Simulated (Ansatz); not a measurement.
Ca2Cr, a known structure type with other elements, at an estimated volume

```
Cr Ca
1.0
     5.64818    0.00000    0.00000
     0.00000    7.18696    0.00000
     0.00000    0.00000    6.21479
Cr Ca
4 8
Direct
  0.00000 0.37500 0.25000
  0.50000 0.12500 0.75000
  0.00000 0.62500 0.75000
  0.50000 0.87500 0.25000
  0.24500 0.12500 0.08300
  0.25500 0.37500 0.58300
  0.74500 0.37500 0.91700
  0.75500 0.12500 0.41700
  0.75500 0.87500 0.91700
  0.74500 0.62500 0.41700
  0.25500 0.62500 0.08300
  0.24500 0.87500 0.58300
```

Method: r2SCAN, no spin polarisation; PAW, plane waves to 500 eV, 6×5×6 Γ-centred mesh, fermi-dirac occupations (width 0.1 eV) (Ansatz 0.2.0), atoms fixed.

**At the Fermi level.** It is a metal on this mesh, though the bands barely overlap, with about 24 states/eV a cell as the mean within 0.25 eV of the Fermi level, mostly Cr d (80 %).
**Forces.** The largest is on Ca5 (and as large on other atoms): 0.97 eV/Å, components (-0.84, 0.42, 0.24). It makes 27° with the line to a nearest neighbour, Cr1 at 2.49 Å, pointing towards it.
**Stress.** The pressure is 17.2 GPa (compression positive), so with the atoms held at these fractions the cell would first expand; the forces are large, so a full relaxation may end otherwise. The principal stresses 13.9, 16.7, 21.0 GPa differ, so its shape would change too.
**Charges.** Bader charges in e: Ca +0.84, Cr -1.67. In the mean Ca gives up most and Cr takes most.

Origin: a known structure type with other elements, at an estimated volume, so it need not be a known compound. Caveats: no spin polarisation, so a magnetic state may lie lower; atoms or cell far from equilibrium.
